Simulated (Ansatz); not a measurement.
HfO$_{2}$ (tetragonal-ZrO2 type, space group P4_2/nmc)

```yaml
crystal:
  lattice:
    - [3.57678, 0.00000, 0.00000]
    - [0.00000, 3.57678, 0.00000]
    - [0.00000, 0.00000, 5.20264]
  atoms:
    - { symbol: Hf, position: [0.00000, 0.00000, 0.00000] }
    - { symbol: Hf, position: [0.50000, 0.50000, 0.50000] }
    - { symbol: O, position: [0.00000, 0.50000, 0.19616] }
    - { symbol: O, position: [0.00000, 0.50000, 0.69616] }
    - { symbol: O, position: [0.50000, 0.00000, 0.30384] }
    - { symbol: O, position: [0.50000, 0.00000, 0.80384] }
```

Equation-of-state scan: isotropic scaling of the cell above, V₀ being its volume. The atoms relax within the cell's symmetry.

These are r2SCAN (plane waves to 500 eV, PAW, scalar-relativistic; Ansatz, a quantum-chemistry and plane-wave program) values and carry that method's errors. k mesh 9×9×7 (Γ-centred), Fermi-Dirac smearing 0.05 eV. E stands for the smeared free energy. Compression counts positive. With the shape held, the modulus is that of even scaling; a crystal free to change shape is softer. HfO2 is run without spin polarisation. HfO2 was relaxed with its symmetry unable to fall. Spin-orbit coupling is left out, though Hf is heavy. This is a high-temperature form of HfO2. The zero of ΔE is the relaxed starting cell.

| V (Å³/atom) | ΔE (meV/atom) |
|---|---|
| 10.428 | 29.3 |
| 10.539 | 19.9 |
| 10.649 | 12.5 |
| 10.760 | 6.9 |
| 10.871 | withheld |
| 10.982 | 0.7 |
| 11.093 | 0.0 |
| 11.204 | 0.7 |
| 11.315 | 2.8 |
| 11.426 | 6.2 |
| 11.537 | 10.7 |
| 11.648 | 16.4 |
| 11.759 | 23.3 |

Question: Fit a third-order Birch-Murnaghan form (E₀, V₀, B₀, B₀′ free) to the given rows and predict ΔE at V = 10.871.

Answer: Least squares on the 12 given rows: ΔE = E₀ + (9V₀B₀/16)·y²·[2 + (B₀′ − 4)y], y = (V₀/V)^(2/3) − 1, with V₀ = 11.093 Å³/atom, B₀ = 208.9 GPa (160.2 GPa = 1 eV/Å³; the term in eV is multiplied by 1000), B₀′ = 4.91, E₀ = -0.01 meV/atom; root-mean-square residual 0.04 meV/atom. At 10.871 the fit gives 3.0 meV/atom; the calculation gives 3.0 meV/atom, the same to the digits shown. For the pressure the fit gives 4.4 GPa against the computed 4.5 GPa.

(A scan under strain: stresses follow from slopes of the energy per volume, elastic moduli from its curvatures.)
